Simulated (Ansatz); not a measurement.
Level: PBE, no spin polarisation; 420 eV; 6×6×6 Γ-centred mesh; fermi-dirac occupations (width 0.1123 eV); Ansatz 0.2.0, fixed geometry.

Computed maps in the lattice plane spanned by a (left to right, 5.69 Å, 17 points from zero) and b (bottom to top, 5.69 Å, 17 points from zero), 90° apart, at height 0.500 along c. The fields are smooth PAW ones with compensation charges, not the true ones near nuclei.

Valence density. Digits on a logarithmic scale: 0 up to 0.03 e/Å³, each further digit a factor of 1.6, 9 from 1.3 e/Å³ up:
```
44566666666666654
45689976666799865
56899997667999986
56999998668999996
66999997557999996
66799996556999976
66678765445678766
66666554444556666
66666554444556666
66678765445678766
66799996556999976
66999997557999996
56999998668999996
56899997667999986
45689976666799865
44566666666666654
44455666666665544
```

Q: The cell is LuZr3P. Which atoms lie within 0.2 Å of this plane, and where (fractions of a and b)?

A: Zr at (0.25, 0.25), Zr at (0.25, 0.75), Zr at (0.75, 0.75), Zr at (0.75, 0.25). The whole cell:
```xyz
10
Lattice="5.6933 0.0000 0.0000 0.0000 5.6933 0.0000 0.0000 0.0000 5.3725" Properties=species:S:1:pos:R:3 pbc="T T T"
Zr    0.0000    2.8466    0.7796
Zr    2.8466    0.0000    4.5930
Zr    1.4233    1.4233    2.6863
Zr    1.4233    4.2700    2.6863
Zr    4.2700    4.2700    2.6863
Zr    4.2700    1.4233    2.6863
Lu    0.0000    0.0000    0.0000
Lu    2.8466    2.8466    0.0000
P     0.0000    2.8466    3.8741
P     2.8466    0.0000    1.4984
```

Origin: a known structure type with other elements, at an estimated volume, so it need not be a known compound. Caveats: many states at the Fermi level without spin polarisation, so a magnetic state may lie lower; atoms or cell far from equilibrium.
